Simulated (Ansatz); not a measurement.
## Ca (fcc, Cu type): frozen-phonon scan

Starting cell, Ca (fcc, Cu type):

```
CELL_PARAMETERS angstrom
      0.00000     5.52644     5.52644
      2.76322     0.00000     2.76322
      2.76322     2.76322     0.00000
ATOMIC_POSITIONS crystal
  Ca 0.00000 0.00000 0.00000
  Ca 0.50000 0.00000 0.00000
```

The atoms are displaced by Q × the pattern below (from a DFPT mode at L = (0.5, 0.0, 0.0), largest move 1; Q in Å), at fixed cell. (q is in reciprocal vectors of the primitive cell; the cell shown is doubled to hold the pattern.)

```
atom       x       y       z
----  ------  ------  ------
Ca1   -0.577   0.577   0.577
Ca2    0.577  -0.577  -0.577
```

Method: PBE (plane waves to 420 eV, PAW, scalar-relativistic; Ansatz, an electronic-structure program). k mesh 15×15×15 (Γ-centred), Fermi-Dirac smearing 0.05 eV. The energy includes the smearing's −TS. Stress and pressure are positive under compression. With partly filled bands, energies and forces of such displacements shift with the k mesh and the smearing. Ca was relaxed with its symmetry unable to fall. The PAW data are Ansatz's earlier set. The zero of ΔE is the undisplaced structure.

```csv
Q (Å),ΔE (meV/cell),−dE/dQ from forces (eV/Å),P (GPa)
-0.180,116,1.313,0.5
-0.150,80,1.080,0.4
-0.120,51,0.855,0.2
-0.090,28,0.636,0.1
-0.060,13,0.421,0.1
-0.030,3,0.210,0.0
0.000,0,0.000,0.0
0.030,3,-0.210,0.0
0.060,13,-0.421,0.1
0.090,28,-0.636,0.1
0.120,51,-0.855,0.2
0.150,80,-1.080,0.4
0.180,116,-1.313,0.5
```

Key numbers:

The energy at Q = 0.180 Å is 116 meV/cell. Space group of the distorted cell: R-3m (No. 166), lowered from Fm-3m. Symmetry of the curve: even: the same for both signs. Shape of the curve: a single well with its minimum at or next to zero displacement. Harmonic wavenumber from the curvature (finite differences): 154 cm⁻¹. Wavenumber by perturbation theory (DFPT, on another k mesh): 153 cm⁻¹.

(A displaced cell: forces are minus the slopes of the energy, force constants its curvatures, and phonons follow from these.)
